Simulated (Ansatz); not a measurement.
Ru (hcp (Mg type), P6_3/mmc), a = 2.675 Å, b = 2.675 Å, c = 4.226 Å, α = 90.00°, β = 90.00°, γ = 120.00°.

Relaxed with LDA.

### Question
Decompose the optical modes at the zone centre into irreducible representations, and say which are infrared and Raman allowed.

### Answer
Point group 6/mmm: Γ_opt = B1g + E2g. Infrared: none. Raman: E2g.

### Question
Assign frequencies (DFPT, the program Ansatz at the LDA level (PAW)).

### Answer
E2g 204, B1g 269 cm⁻¹.

Subscripts of B labels follow the axes of the standard setting.

Symmetry was held in the LDA relaxation. The run is not spin-polarised. As this level gives no gap, phonon frequencies hold no LO–TO term and depend on the k-mesh and smearing (Fermi–Dirac, 0.1 eV here). Axis ratios of metals converge slowly with the k-mesh, so a and c are less sure than the volume.

Potentials: the earlier of the program's two PAW sets. The files were generated under PBE; for other functionals the program regenerates the frozen cores, and for LDA and PBEsol the local potential too.
